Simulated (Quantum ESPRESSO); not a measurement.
# Ca2ZnMgO4: input and log of a self-consistent run

Simulated, not a measurement. The program is pw.x of Quantum ESPRESSO 7.5 (plane-wave density functional theory). The cell is made up: 8 atoms on a rocksalt lattice, with randomly drawn elements, strain and displacements, not relaxed. PseudoDojo standard norm-conserving files (v0.5 for PBE, v0.4.1 for LDA and PBEsol) set the functional; there is no spin polarisation, spin-orbit coupling or dispersion term, and the masses in the input are unused placeholders.

Input:

```
&control calculation='scf', pseudo_dir='./dojo.nc.sr.pbe.v0_5.standard.upf', outdir='./o', disk_io='medium', tprnfor=.true., tstress=.true. /
&system ibrav=0, nat=8, ntyp=4, nbnd=43, ecutwfc=105.61755193, nosym=.true., tot_charge=0,
 occupations='smearing', smearing='fd', degauss=0.0018374661
/
&electrons conv_thr=7.350e-09, electron_maxstep=60, /
ATOMIC_SPECIES
Ca 1.0 Ca.upf
Mg 1.0 Mg.upf
O 1.0 O.upf
Zn 1.0 Zn.upf
CELL_PARAMETERS angstrom
4.5304 -0.0517 -0.0471
-0.0517 4.4302 -0.0116
-0.0471 -0.0116 4.4987
ATOMIC_POSITIONS angstrom
Ca -0.0542 0.0721 0.0345
Ca -0.0548 2.3683 2.1355
Zn 2.2009 -0.1001 2.2412
Mg 2.4347 2.1787 -0.1001
O 2.2915 0.1324 0.1378
O 2.1935 2.133 2.1532
O 4.5629 -0.0836 2.3344
O 4.4764 2.0441 -0.14
K_POINTS automatic
6 6 6 1 1 1
```

The log is shortened where brackets say so; the opening notice, blank lines, dates and the lines on written files are dropped, and the path of the files is cut. It prints rydbergs, bohrs and kilobars, and counts compression as positive stress.

```
     Program PWSCF v.7.5
     Parallel version (MPI & OpenMP), running on       1 processor cores
     Number of MPI processes:                 1
     Threads/MPI process:                     1
     [start-up lines left out]
     bravais-lattice index     =            0
     lattice parameter (alat)  =       8.5622  a.u.
     unit-cell volume          =     609.1653 (a.u.)^3
     number of atoms/cell      =            8
     number of atomic types    =            4
     number of electrons       =        74.00
     number of Kohn-Sham states=           43
     kinetic-energy cutoff     =     105.6176  Ry
     charge density cutoff     =     422.4702  Ry
     scf convergence threshold =      7.3E-09
     mixing beta               =       0.7000
     number of iterations used =            8  plain     mixing
     Exchange-correlation= PBE
                           (   1   4   3   4   0   0   0)
     [axes and pseudopotential details left out]
   Cartesian axes
     site n.     atom                  positions (alat units)
         1        Ca     tau(   1) = (  -0.0119622   0.0159128   0.0076143  )
         2        Ca     tau(   2) = (  -0.0120946   0.5226951   0.4713150  )
         3        Zn     tau(   3) = (   0.4857491  -0.0220925   0.4946435  )
         4        Mg     tau(   4) = (   0.5373499   0.4808495  -0.0220925  )
         5        O      tau(   5) = (   0.5057450   0.0292213   0.0304131  )
         6        O      tau(   6) = (   0.4841159   0.4707633   0.4752215  )
         7        O      tau(   7) = (   1.0070538  -0.0184509   0.5152132  )
         8        O      tau(   8) = (   0.9879628   0.4511426  -0.0308987  )
     number of k points=   108  Fermi-Dirac smearing, width (Ry)=  0.0018
     Number of k-points >= 100: set verbosity='high' to print them.
     Dense  grid:    89289 G-vectors     FFT dimensions: (  60,  60,  60)
     Estimated max dynamical RAM per process >     123.20 MB
     Initial potential from superposition of free atoms
     starting charge      73.9892, renormalised to      74.0000
     Starting wfcs are   41 randomized atomic wfcs +    2 random wfcs
     total cpu time spent up to now is       26.2 secs
     per-process dynamical memory:    72.9 Mb
     Self-consistent Calculation
     iteration #  1     ecut=   105.62 Ry     beta= 0.70
     Davidson diagonalization with overlap
     ethr =  1.00E-02,  avg # of iterations =  6.8
     total cpu time spent up to now is      130.0 secs
     total energy              =    -823.60800115 Ry
     estimated scf accuracy    <       2.17602272 Ry
     iteration #  2     ecut=   105.62 Ry     beta= 0.70
     Davidson diagonalization with overlap
     ethr =  2.94E-03,  avg # of iterations =  4.0
     total cpu time spent up to now is      257.7 secs
     total energy              =    -823.91737536 Ry
     estimated scf accuracy    <       3.81554061 Ry
     iteration #  3     ecut=   105.62 Ry     beta= 0.70
     Davidson diagonalization with overlap
     ethr =  2.94E-03,  avg # of iterations =  3.4
     total cpu time spent up to now is      354.7 secs
     total energy              =    -824.66395054 Ry
     estimated scf accuracy    <       0.03551241 Ry
     iteration #  4     ecut=   105.62 Ry     beta= 0.70
     Davidson diagonalization with overlap
     ethr =  4.80E-05,  avg # of iterations =  8.8
     total cpu time spent up to now is      502.1 secs
     total energy              =    -824.68246385 Ry
     estimated scf accuracy    <       0.04091599 Ry
     iteration #  5     ecut=   105.62 Ry     beta= 0.70
     Davidson diagonalization with overlap
     ethr =  4.80E-05,  avg # of iterations =  2.1
     total cpu time spent up to now is      599.5 secs
     total energy              =    -824.68791998 Ry
     estimated scf accuracy    <       0.00346971 Ry
     [iterations 6 to 7 left out]
     iteration #  8     ecut=   105.62 Ry     beta= 0.70
     Davidson diagonalization with overlap
     ethr =  1.75E-07,  avg # of iterations =  2.0
     total cpu time spent up to now is      878.2 secs
     total energy              =    -824.68870963 Ry
     estimated scf accuracy    <       0.00002207 Ry
     iteration #  9     ecut=   105.62 Ry     beta= 0.70
     Davidson diagonalization with overlap
     ethr =  2.98E-08,  avg # of iterations =  3.2
     total cpu time spent up to now is      960.9 secs
     total energy              =    -824.68871387 Ry
     estimated scf accuracy    <       0.00000113 Ry
     iteration # 10     ecut=   105.62 Ry     beta= 0.70
     Davidson diagonalization with overlap
     ethr =  1.53E-09,  avg # of iterations =  4.3
     total cpu time spent up to now is     1072.6 secs
     total energy              =    -824.68871433 Ry
     estimated scf accuracy    <       0.00000061 Ry
     iteration # 11     ecut=   105.62 Ry     beta= 0.70
     Davidson diagonalization with overlap
     ethr =  8.22E-10,  avg # of iterations =  2.0
     total cpu time spent up to now is     1161.9 secs
     total energy              =    -824.68871437 Ry
     estimated scf accuracy    <       0.00000010 Ry
     iteration # 12     ecut=   105.62 Ry     beta= 0.70
     Davidson diagonalization with overlap
     ethr =  1.40E-10,  avg # of iterations =  2.7
     total cpu time spent up to now is     1259.4 secs
     End of self-consistent calculation
     [lines on levels left out]
!    total energy              =    -824.68871439 Ry
     estimated scf accuracy    <          2.4E-09 Ry
     smearing contrib. (-TS)   =      -0.00000000 Ry
     internal energy E=F+TS    =    -824.68871439 Ry
     The total energy is F=E-TS. E is the sum of the following terms:
     one-electron contribution =    -443.18470107 Ry
     hartree contribution      =     254.11773471 Ry
     xc contribution           =    -124.62447415 Ry
     ewald contribution        =    -510.99727387 Ry
     convergence has been achieved in  12 iterations
     Forces acting on atoms (cartesian axes, Ry/au):
     atom    1 type  1   force =     0.04759521   -0.05967793    0.01203063
     atom    2 type  1   force =     0.01107118   -0.10362919    0.02651854
     atom    3 type  4   force =    -0.00490521    0.02302500   -0.00561945
     atom    4 type  2   force =    -0.04845477   -0.00867106    0.00120839
     atom    5 type  3   force =    -0.01778064   -0.04384564   -0.01762271
     atom    6 type  3   force =     0.01810580    0.02638552    0.01637048
     atom    7 type  3   force =     0.00044972    0.05939521   -0.03443067
     atom    8 type  3   force =    -0.00608129    0.10701809    0.00154479
     Total force =     0.201478     Total SCF correction =     0.000278
     Computing stress (Cartesian axis) and pressure
          total   stress  (Ry/bohr**3)                   (kbar)     P=      140.20
   0.00070822   0.00014481   0.00012306          104.18       21.30       18.10
   0.00014481   0.00141521   0.00009417           21.30      208.18       13.85
   0.00012306   0.00009417   0.00073573           18.10       13.85      108.23
     init_run     :     24.14s CPU     26.00s WALL (       1 calls)
     electrons    :   1223.60s CPU   1233.17s WALL (       1 calls)
     forces       :     14.66s CPU     14.81s WALL (       1 calls)
     stress       :     55.93s CPU     56.16s WALL (       1 calls)
     [timing details left out]
     PWSCF        :  21m58.88s CPU  22m11.26s WALL
     JOB DONE.
```

In other units: free energy -11220.462 eV for the cell, pressure 14.02 GPa, largest force component 2.752 eV/Å. This run is the check on a run of the same cell at 1143 eV and a 4 x 4 x 4 mesh: rerunning at 1437 eV and a 6 x 6 x 6 mesh moved values by no more than 0.002 eV in energy, 0.04 GPa in stress and 0.010 eV/Å in force.